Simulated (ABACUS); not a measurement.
A self-consistent single point of MgO (C2/m, 2 atoms in the cell; from Materials Project mp-1265, changed as shown) with ABACUS.

Computed with PBE, numerical atomic orbitals TZDP (confined pseudo-atomic orbitals with Gaussian additions; energy shift 0.01 Ry), PseudoDojo 0.5 standard norm-conserving PBE (tails mended) pseudopotentials in ABACUS.

The change in words: lattice vector c scaled by 0.99. Reference geometry (Fm-3m):
```xyz
2
Lattice="0.0000 2.0970 2.0970 2.0970 0.0000 2.0970 2.0970 2.0970 0.0000" Properties=species:S:1:pos:R:3 pbc="T T T"
Mg     0.0000     0.0000     0.0000
O      2.0970     2.0970     2.0970
```

Reference input (self-consistent single point, DFT, PBE, numerical atomic orbitals TZDP (confined pseudo-atomic orbitals with Gaussian additions; energy shift 0.01 Ry), PseudoDojo 0.5 standard norm-conserving PBE (tails mended) pseudopotentials): basis = TZDP numerical atomic orbitals, energy shift 0.01 Ry; KPT = Gamma 12 12 12 0 0 0; basis_type = lcao; dft_functional = PBE; ecutwfc = 100 Ry; smearing_method = fixed; potentials = PseudoDojo 0.5 standard norm-conserving PBE (tails mended); symmetry = 1; symmetry_prec = 1e-05; ks_solver = genelpa; scf_nmax = 100; scf_thr = 1.0e-06. This run's input differs from it in these lines:

```diff
@@ -34,3 +34,3 @@
    2.0970000000    0.0000000000    2.0970000000
-   2.0970000000    2.0970000000    0.0000000000
+   2.0760300000    2.0760300000    0.0000000000
 
@@ -47,3 +47,3 @@
 1
-   2.0970000000    2.0970000000    2.0970000000 1 1 1
+   2.0865150000    2.0865150000    2.0970000000 1 1 1
 # file: KPT
```

Output, abridged:

```
 SELF-CONSISTENT
 -------------------------------------------

                  longest orb rcut (Bohr) = 7.5
   longest nonlocal projector rcut (Bohr) = 1.58
                     search radius (Bohr) = 18.2

                          real space grid = [ 36, 36, 36 ]
                                 init_chg = atomic

 LCAO ALGORITHM --------------- ION=   1  ELEC=   1--------------------------------

 Density error is 0.10979079807
 E_KohnSham     -151.9335318853      -2067.1617509042
 E_Fermi        0.4020829179         5.4706187516

 LCAO ALGORITHM --------------- ION=   1  ELEC=   2--------------------------------

   [... lines left out ...]

   [... 4 blocks of this kind left out ...]

 LCAO ALGORITHM --------------- ION=   1  ELEC=   7--------------------------------

 Density error is 1.84822606913e-06
 E_KohnSham     -152.0909296872      -2069.3032578630
 E_Fermi        0.6195930061         8.4299953234

 LCAO ALGORITHM --------------- ION=   1  ELEC=   8--------------------------------

 Density error is 1.27151446592e-07
 E_KohnSham     -152.0909296872      -2069.3032578631
 E_KS(sigma->0) -152.0909296872      -2069.3032578631
 E_entropy(-TS) 0.0000000000         0.0000000000
 E_Fermi        0.6195960611         8.4300368889
 charge density convergence is achieved
 final etot is -2069.3032579 eV
 EFERMI = 8.4300368889 eV

 STATE ENERGY(eV) AND OCCUPATIONS    NSPIN == 1
   [... 15 lines left out ...]

 TOTAL-FORCE (eV/Angstrom)
                       Mg1         0.0000000000         0.0000000000         0.0000000000
                        O1         0.0000000000         0.0000000000         0.0000000000

 TOTAL-STRESS (KBAR)
       100.0303153839        15.2850726071        -7.3009387887
        15.2850726071       100.0303153839        -7.3009387887
        -7.3009387887        -7.3009387887        88.5031179027
 TOTAL-PRESSURE: 96.187916 KBAR

 --------------------------------------------
 !FINAL_ETOT_IS -2069.3032578630964053 eV
 --------------------------------------------
```

The run converged in 8 iterations. Against the reference run the free energy rises by 5.8 meV/atom, the pressure goes from 7.89 to 9.62 GPa and the gap on the mesh goes from 4.882 to 4.928 eV.

The atom-centred basis is finite, which shifts total energies, pressures and gaps against plane waves. The structure comes from a collection of computed structures, made at another level of theory; the collection holds predicted forms beside known ones.

Cost on one core: about 21 core-seconds (a rough figure).

The atomic orbitals were generated for these runs; they are not ABACUS's published sets and were checked against plane waves on a few crystals only.

“Tails mended”: in these copies of the files the far tail of each local potential was reset to the Coulomb form.
